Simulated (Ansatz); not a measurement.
I:
```xyz
4
Lattice="3.7525 -2.1964 0.0000 3.7525 2.1964 0.0000 0.0000 0.0000 9.6233" Properties=species:S:1:pos:R:3 pbc="T T T"
I      3.7525    -1.4338     1.1814
I      3.7525     1.4338     8.4419
I      3.7525     0.7626     3.6302
I      3.7525    -0.7626     5.9930
```

Relaxed with PBEsol. Special points in fractions of this cell's reciprocal vectors: Γ (0.000, 0.000, 0.000); Y (0.500, 0.500, 0.000); F0 (0.336, 0.664, 0.000); Δ0 (-0.336, 0.336, 0.000); Z (0.000, 0.000, 0.500); B0 (-0.336, 0.336, 0.500); G0 (0.336, 0.664, 0.500); T (0.500, 0.500, 0.500); S (0.000, 0.500, 0.000); R (0.000, 0.500, 0.500).

### Question
List the band energies nearest the valence-band maximum at these points for plane-wave PAW PBEsol (Ansatz code).

### Answer
In eV from the valence-band maximum; about four levels below and three above (degenerate sets whole), none deeper than 8.9 eV; points with the same levels are listed once.

| k | below | above |
|---|---|---|
| Γ | -1.03 -0.89 -0.53 0.00 | 1.09 1.93 4.58 |
| Y | -1.80 -1.66 -1.12 -0.50 | 0.91 1.66 4.44 |
| F0 | -1.98 -1.23 -1.18 -0.50 | 1.71 1.82 6.26 |
| Z | -0.79 -0.79 -0.20 -0.20 | 1.17 1.17 5.32 5.32 |
| B0 | -1.07 -1.07 -0.61 -0.61 | 1.49 1.49 6.46 6.46 |
| T | -1.30 -1.30 -1.11 -1.11 | 0.97 0.97 5.46 5.46 |
| S | -1.72 -1.72 -0.93 -0.93 | 2.22 2.22 4.96 4.96 |
| R | -1.09 -1.09 -0.01 -0.01 | 1.16 1.16 5.43 5.43 |

Space group Cmce (molecular I2 type). Symmetry was held in the PBEsol relaxation. A crystal of weakly bound units computed without a dispersion correction: the cell and the soft elastic constants depend strongly on that. Scalar-relativistic: spin–orbit coupling is off unless named, which matters more the heavier the elements.

Potentials: the later of the program's two PAW sets.
